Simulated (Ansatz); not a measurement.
Zn4Te3S:
```
CELL_PARAMETERS angstrom
      4.25234     0.00000     0.00000
      0.00000     4.25234     0.00000
      0.00000     0.00000    11.93145
ATOMIC_POSITIONS crystal
  Zn 0.50000 0.00000 0.89779
  S  0.00000 0.00000 0.00000
  Zn 0.00000 0.50000 0.10221
  Te 0.50000 0.50000 0.23464
  Zn 0.50000 0.00000 0.36699
  Te 0.00000 0.00000 0.50000
  Zn 0.00000 0.50000 0.63301
  Te 0.50000 0.50000 0.76536
```

Relaxed with PBE. Special points in fractions of this cell's reciprocal vectors: Γ (0.000, 0.000, 0.000); X (0.000, 0.500, 0.000); M (0.500, 0.500, 0.000); Z (0.000, 0.000, 0.500); R (0.000, 0.500, 0.500); A (0.500, 0.500, 0.500).

List the band energies nearest the valence-band maximum at these points for the program Ansatz at the PBE with spin–orbit coupling level (PAW).

In eV from the valence-band maximum; about four levels below and three above (degenerate sets whole), none deeper than 8.9 eV; points with the same levels are listed once.

```json
[
 {"k": "Γ", "below": "-0.17 -0.17 0.00 0.00", "above": "0.72 0.72 2.06 2.06"},
 {"k": "X", "below": "-0.82 -0.82 -0.74 -0.74", "above": "1.27 1.27 1.92 1.92"},
 {"k": "M", "below": "-2.27 -2.27 -2.12 -2.12", "above": "2.18 2.18 2.26 2.26"},
 {"k": "Z", "below": "-0.68 -0.68 -0.24 -0.24", "above": "1.85 1.85 1.88 1.88"},
 {"k": "R", "below": "-0.87 -0.87 -0.84 -0.84", "above": "1.84 1.84 2.40 2.40"},
 {"k": "A", "below": "-2.44 -2.44 -2.36 -2.36", "above": "2.76 2.76 2.82 2.82"}
]
```

Space group P-4m2. The start of the workflow was typed in or built on a structure type; neither database checked (COD, Materials Project) lists it. Whether it is the stable phase at ambient conditions was not checked. The cell was relaxed with PBE under the symmetry of its start; its stability against distortions is not shown here.

Potentials: the earlier of the program's two PAW sets.
